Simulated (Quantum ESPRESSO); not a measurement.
For atom 3 (O) of SnO2 in P4₂/mnm, PBE PAW (JTH datasets; density from pw.x of a modified build of Quantum ESPRESSO, gradients reconstructed from it by a script) gives this field-gradient tensor in Cartesian axes (atomic units, 1 a.u. = 9.7174×10²¹ V/m²):

```
-0.2370   0.8582   0.0000
 0.8582  -0.2370   0.0000
 0.0000   0.0000   0.4739
```

The cell was made here from an entry of the Crystallography Open Database (unchecked): atoms relaxed with PBE in the measured cell (PBE without dispersion, pw.x of Quantum ESPRESSO, symmetry kept).  Stability against distortions was not tested.  Cores are frozen. Against all-electron runs on small test molecules, this scheme's |Vzz| missed by −2 to +6 % on O. Sn had no test against all-electron runs. Spin–orbit coupling is left out, a limit on Sn.

### Question
Find the principal values, η_Q, |C_Q|, ν_Q and P_Q for ¹⁷O (I = 5/2, |Q| = 0.0256 barn), and the second-order MAS shift at 11.7 T.

### Answer
Eigenvalues (principal values) by size: Vxx = 0.4739, Vyy = 0.6213, Vzz = -1.0952 a.u. (they sum to zero).
η_Q = (Vxx − Vyy)/Vzz = 0.13.
|C_Q| = 234.96 MHz × |Q|/barn × |Vzz|/a.u. = 234.96 × 0.0256 × 1.0952 = 6.59 MHz.
Quadrupole frequency ν_Q = 3C_Q/[2I(2I − 1)] = 0.988 MHz, and P_Q = C_Q(1 + η²/3)^½ = 6.61 MHz.
At 11.7 T the Larmor frequency is ν0 = 67.6 MHz, and the second-order shift of the central transition's centre of gravity under MAS is −(3/40)(P_Q/ν0)²[I(I + 1) − 3/4]/[I²(2I − 1)²] × 10⁶ = -57.4 ppm.
